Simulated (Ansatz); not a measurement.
Start of a relaxation, B put at a hollow Hf-Hf-Hf site (HfN, Fm-3m (No. 225), (1 1 1) face):

```yaml
crystal:
  lattice:
    - [3.18308, 0.00000, 0.00000]
    - [-1.59154, 2.75663, 0.00000]
    - [0.00000, 0.00000, 25.49743]
  atoms:
    - { symbol: N, position: [0.33333, 0.66667, 0.33337] }
    - { symbol: Hf, position: [0.66667, 0.33333, 0.38433] }
    - { symbol: N, position: [0.00000, 0.00000, 0.43530] }
    - { symbol: Hf, position: [0.33333, 0.66667, 0.48802] }
    - { symbol: N, position: [0.66667, 0.33333, 0.53722] }
    - { symbol: Hf, position: [0.00000, 0.00000, 0.58746] }
    - { symbol: B, position: [0.33333, 0.66667, 0.65962] }
```

Method: DFT PBEsol, scalar-relativistic, plane waves, PAW (Ansatz 0.2.0). Plane waves to 420 eV, a k mesh through Γ of 9×9×1 on the computed 7-atom cell and Gaussian smearing (0.10 eV); no spin polarisation. A dipole correction removes the field between periodic images along c.

Atoms 1, 2, 3 (counted from 1) are held. The cell is fixed. Force threshold 0.03 eV/Å.

Q: Where does it end?

A: The energy falls by 0.317 eV in 5 steps, to:

```yaml
crystal:
  lattice:
    - [3.18308, 0.00000, 0.00000]
    - [-1.59154, 2.75663, 0.00000]
    - [0.00000, 0.00000, 25.49743]
  atoms:
    - { symbol: N, position: [0.33333, 0.66667, 0.33337] }
    - { symbol: Hf, position: [0.66667, 0.33333, 0.38433] }
    - { symbol: N, position: [0.00000, 0.00000, 0.43530] }
    - { symbol: Hf, position: [0.33333, 0.66667, 0.48690] }
    - { symbol: N, position: [0.66667, 0.33333, 0.53680] }
    - { symbol: Hf, position: [0.00000, 0.00000, 0.58895] }
    - { symbol: B, position: [0.33333, 0.66667, 0.64928] }
```

The end is the local minimum or symmetric point that this start leads to. The slab is only 6.5 Å thick, so the energy isn't converged with thickness.

Spin–orbit coupling is left out, which can shift energies with elements as heavy as these.